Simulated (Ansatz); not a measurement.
SnPd in space group Pnma (No. 62; Sn on 4c, Pd on 4c), r²SCAN (plane waves, PAW; program Ansatz), all energies at zero smearing, with the estimated change up to a 700 eV cutoff added, with one set of potentials and settings (totals compare only within such a set). Cell of 8 atoms (4 Sn, 4 Pd): -52101.632 eV.

```json
[
 {"element": "Sn", "reference phase": "Fd-3m, 2 atoms in the cell", "E (eV/atom)": "-6038.6401"},
 {"element": "Pd", "reference phase": "Fm-3m, 1 atoms in the cell", "E (eV/atom)": "-6985.7456"}
]
```

Formation energy per atom, worked out: (-52101.632 − 4×(-6038.6401) − 4×(-6985.7456))/8 = -0.511 eV/atom (-49 kJ per mol of atoms), at 0 K, without zero-point energy or fitted corrections.

The workflow started from a Materials Project entry (that database holds measured and hypothetical structures alike); the Crystallography Open Database files this formula in space group No. 62, but the cells were not matched. Whether it is the stable phase at ambient conditions was not checked. The r²SCAN relaxation kept the symmetry of its start; whether a distortion lowers the energy is not shown. No spin polarisation was allowed. The references are the lowest solids computed at this level, not always the standard phases. Spin–orbit coupling is left out wherever it is not named.

Potentials: the later of the program's two PAW sets.
